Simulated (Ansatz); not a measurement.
Consider the following.

Na:
```
Na
1.0
   -2.08567     2.08567     2.08567
    2.08567    -2.08567     2.08567
    2.08567     2.08567    -2.08567
Na
1
Direct
  0.00000   0.00000   0.00000
```

This is the PBEsol-relaxed structure.

Problem. All from DFT-PBEsol in the program Ansatz with PAW potentials, unless another level is named. Predict the bulk modulus (Birch–Murnaghan fit).

Solution. 7.9 GPa.

Problem. Predict the elastic constants (relaxed ions, GPa).

Solution. C11 = 8.8, C12 = 7.4, C44 = 6.4.

Problem. Predict the zero-point energy.

Solution. 16.3 meV/atom.

Space group Im-3m (bcc (W type)). Symmetry was held in the PBEsol relaxation. As this level gives no gap, shear constants depend on the k-mesh and smearing (Fermi–Dirac, 0.1 eV here).

Potentials: the earlier of the program's two PAW sets. The files were generated under PBE; for other functionals the program regenerates the frozen cores, and for LDA and PBEsol the local potential too.
